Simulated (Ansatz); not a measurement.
TiSb:
```
TiSb
1.0
    4.06303     0.00000     0.00000
   -2.03151     3.51868     0.00000
    0.00000     0.00000     6.16339
Ti Sb
2 2
Cartesian
  0.00000   0.00000   0.00000
  0.00000   0.00000   3.08170
  0.00000   2.34579   1.54085
  2.03151   1.17289   4.62255
```

Relaxed with r²SCAN. Special points in fractions of this cell's reciprocal vectors: Γ (0.000, 0.000, 0.000); M (0.500, 0.000, 0.000); K (0.333, 0.333, 0.000); A (0.000, 0.000, 0.500); L (0.500, 0.000, 0.500); H (0.333, 0.333, 0.500).

Q: List the band energies nearest the Fermi level at these points for plane-wave PAW r²SCAN (Ansatz code).

A: In eV from the Fermi level; about four levels below and three above (degenerate sets whole), none deeper than 8.9 eV; points with the same levels are listed once.

| k | below | above |
|---|---|---|
| Γ | -0.29 -0.29 -0.08 -0.08 | 0.81 0.81 1.39 1.39 |
| M | -3.10 -2.70 -1.87 -1.45 | 0.65 0.70 0.72 |
| K | -2.94 -2.94 -2.26 -0.20 | 0.60 0.60 1.07 |
| A | -2.03 -2.03 -2.03 -2.03 | 0.30 0.30 0.30 0.30 |
| L | -2.23 -2.23 -0.12 -0.12 | 0.82 0.82 1.02 1.02 |
| H | -4.00 -4.00 -2.16 -2.16 | 0.33 0.33 0.51 0.51 |

Space group P6_3/mmc (NiAs type). The first step of the workflow began from a Materials Project structure, measured or hypothetical; the Crystallography Open Database files this formula in space group No. 194, but the cells were not matched. Its standing as an ambient phase is unchecked. Symmetry was held in the r²SCAN relaxation; whether a distortion lowers the energy is not shown. No spin polarisation was allowed. Scalar-relativistic: spin–orbit coupling is off unless named, which matters more the heavier the elements.

Potentials: the later of the program's two PAW sets.
